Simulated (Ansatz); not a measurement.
Rb$_{2}$NaTlBr$_{6}$ in space group Fm-3m (No. 225; Rb on 8c, Na on 4b, Tl on 4a, Br on 24e), r²SCAN (plane waves, PAW; program Ansatz), all energies at zero smearing, with the estimated change up to a 700 eV cutoff added, with one set of potentials and settings (totals compare only within such a set). Cell of 10 atoms (2 Rb, 1 Na, 1 Tl, 6 Br): -36274.391 eV.

```tsv
element	reference phase	E (eV/atom)
Rb	Cmcm, 2 atoms in the cell	-3278.0015
Na	C2/m, 3 atoms in the cell	-1488.6146
Tl	P6_3/mmc, 2 atoms in the cell	-11458.5836
Br	Cmce, 4 atoms in the cell	-2792.8603
```

Formation energy per atom, worked out: (-36274.391 − 2×(-3278.0015) − 1×(-1488.6146) − 1×(-11458.5836) − 6×(-2792.8603))/10 = -1.403 eV/atom (-135 kJ per mol of atoms), at 0 K, without zero-point energy or fitted corrections.

The workflow started from a Materials Project entry (that database holds measured and hypothetical structures alike); the Crystallography Open Database copy checked does not list it. Its standing as an ambient phase is unchecked. Symmetry was held in the r²SCAN relaxation; whether a distortion lowers the energy is not shown. The references are the lowest solids computed at this level, not always the standard phases. Scalar-relativistic: spin–orbit coupling is off unless named, which matters more the heavier the elements.

Potentials: the later of the program's two PAW sets.
